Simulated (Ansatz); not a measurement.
An Ansatz (a quantum-chemistry and plane-wave program) run. Input:

Ansatz 0.2 input:
```yaml
crystal:
  lattice:
    - [3.0660609729, 1.770191128, 3.9655941798]
    - [-3.0660609729, 1.770191128, 3.9655941798]
    - [0.0, -3.5403822561, 3.9655941798]
  atoms:
    - { symbol: B, position: [0.0150801553, 0.0150801553, 0.3249450134] }
    - { symbol: B, position: [0.9849198447, 0.9849198447, 0.6750549866] }
    - { symbol: B, position: [0.3249450134, 0.0150801553, 0.0150801553] }
    - { symbol: B, position: [0.6750549866, 0.9849198447, 0.9849198447] }
    - { symbol: B, position: [0.0150801553, 0.3249450134, 0.0150801553] }
    - { symbol: B, position: [0.9849198447, 0.6750549866, 0.9849198447] }
    - { symbol: B, position: [0.8217433896, 0.272741273, 0.8217433896] }
    - { symbol: B, position: [0.1782566104, 0.727258727, 0.1782566104] }
    - { symbol: B, position: [0.8217433896, 0.8217433896, 0.272741273] }
    - { symbol: B, position: [0.1782566104, 0.1782566104, 0.727258727] }
    - { symbol: B, position: [0.272741273, 0.8217433896, 0.8217433896] }
    - { symbol: B, position: [0.727258727, 0.1782566104, 0.1782566104] }
    - { symbol: As, position: [0.6003643958, 0.6003643958, 0.6003643958] }
    - { symbol: As, position: [0.3996356042, 0.3996356042, 0.3996356042] }
kpoints:
  mp_grid: { grid: [6, 6, 6] }
hamiltonian:
  xc: r2scan
  pseudopotentials: { kind: paw }
scf:
  occupations: { method: fixed }
checkpoint: { read: static.run }
output: { write_density: true, elf: true, volumetric_format: npy }
basis: { fft_grid_basis: typed }
```

Output (shortened):

```
Pseudopotential: B, paw, valence charge 3
Pseudopotential: As, paw, valence charge 15
Functional definition: r2SCAN
Crystal: 14 atoms, lattice volume = 129.140 Å³
Basis set: ecut = 500 eV, 3285 PW (Γ), exchange–correlation on 160×160×160 points (64 copies of the dense FFT grid, shifted against one another)
Bands: 47, of which v1, the nominal top of the filled ones, is band 33 counted from 1 (32 counted from 0)
Symmetry: 12 space group operations
Space group: R-3m (ITA 166), of the structure as read, at distance tolerance 5.1e-5 Å
k-points: 32 of 216
Stability of the state it starts from, as read at its close in the unpolarized treatment …
iter 1 solved again at ethr=2.08e-7 eV; its pass at ethr=3.10e-3 eV (dr2=1.38e-4 eV) is discarded
SCF iter   1: F=—  HF=-11610.742927 eV  |F-HF|=—  |Δ(HF+E_count)|=         —  Δρ=5.78e-7  dr2=4.79e-10  dr2_τ=1.66e-11  ethr=2.08e-7  ⟨swp⟩=3.0  Hψ=9008  notcnv=0  defer=382
preconditioner: auto → Resta (q_TF=auto, 2.440 Å⁻¹)
SCF iter   2: F=—  HF=-11610.742928 eV  |F-HF|=—  |Δ(HF+E_count)|=   1.11e-6  Δρ=2.68e-7  dr2=1.01e-10  dr2_τ=1.59e-11  ethr=1.00e-12  ⟨swp⟩=11.9  Hψ=8330  notcnv=0
SCF iter   3: F=-11610.742928 eV  HF=-11610.742928 eV  |F-HF|=4.18e-11  |Δ(HF+E_count)|=  6.91e-11  Δρ=1.73e-7  dr2=4.18e-11  dr2_τ=2.60e-12  ethr=1.00e-12  ⟨swp⟩=1.0  Hψ=2906  notcnv=0
SCF 1 converged in 3 iterations: F = -11610.742928 eV  dr2 = 4.18e-11
SCF converged after 3 iterations
Free energy (F): -11610.742928 eV
Harris-Foulkes:  -11610.742928 eV  (|F-HF|=4.18e-11)
Internal energy: -11610.742928 eV  (E = F + TS)
E sigma→0 (E₀):  -11610.742928 eV
Fermi energy:    8.292829 eV
--- Per-component energies (eV) ---
  E_band       = -420.413680
  E_kinetic    = 801.472423
  E_local      = -4296.998035  (includes V_loc(G=0)·N_el)
  E_nonlocal   = -1205.404325
  E_hartree    = 2256.787128
  E_xc         = -528.560979
  E_vxc        = -668.307306  (∫ρ·V_xc dr)
  E_paw        = -4658.232148  (= ΣΔE_a)
  E_vpaw       = 403.074780  (= ΣTr[D̂ρ^β])
  E_aug_tail   = -0.000031  (compensation charges beyond the density's cutoff)
  E_vtau       = 32.174932  (kinetic-family band-sum trace: ∫τ·v_τ [+ j·A + Jᵃ·Aᵃ] dr)
  E_ewald      = -3976.670843
  E_core_change = -3.136120  (= ΣΔE_core)
  E_smearing   =  0.000000  (= −TS)
  E_closure    =  0.000000  (closes the sum)
  Σ components = -11610.742928   (vs F -11610.742928, Δ=0.00e0)
  [band-id]    e_kinetic+e_local+e_nonlocal+2·e_hartree+e_vxc+e_vpaw+e_augmentation_tail+e_vtau = -420.413304   (vs E_band -420.413680, Δ=3.76e-4)
--- Band table (eV; the first three rows and the last of 32) ---
  k-point 0: bands = ["-27.2158", "-27.1183", "-27.1183", "-27.0648", "-27.0648", "-27.0586", "-27.0214", "-27.0214", "-27.0163", "-27.0163", "-7.2591", "-3.9906", "-2.3986", "-2.3986", "-2.2124", "-1.0620", "0.4635", "0.4635", "1.7524", "1.7524", "2.3501", …
  k-point 1: bands = ["-27.2158", "-27.1184", "-27.1183", "-27.0649", "-27.0648", "-27.0586", "-27.0215", "-27.0212", "-27.0165", "-27.0163", "-7.1488", "-4.3564", "-2.4028", "-2.3395", "-2.1091", "-1.3222", "0.5664", "0.8025", "1.5035", "2.0980", "2.4579", …
  k-point 2: bands = ["-27.2158", "-27.1185", "-27.1182", "-27.0650", "-27.0647", "-27.0586", "-27.0216", "-27.0209", "-27.0168", "-27.0161", "-6.8555", "-5.0325", "-2.4261", "-2.4078", "-1.7800", "-1.6293", "0.6281", "0.9838", "1.3968", "2.3946", "2.9850", …
  k-point 31: bands = ["-27.2158", "-27.1185", "-27.1185", "-27.0649", "-27.0649", "-27.0587", "-27.0208", "-27.0208", "-27.0166", "-27.0166", "-6.5307", "-4.5300", "-2.7131", "-2.7131", "-2.6374", "-2.6055", "0.1962", "0.1962", "2.6781", "2.6781", "3.1452", …
```

Cost: around 16 core-seconds (rough) on shared cores.

The first step of the workflow began from a Materials Project structure, measured or hypothetical; the Crystallography Open Database copy checked does not list it. Its standing as an ambient phase is unchecked. The cell was relaxed with r²SCAN under the symmetry of its start; of distortions, only those at the zone centre were tested. Scalar-relativistic: spin–orbit coupling is off unless named, which matters more the heavier the elements.

Potentials: the later of the program's two PAW sets.

Ansatz is a plane-wave DFT program.
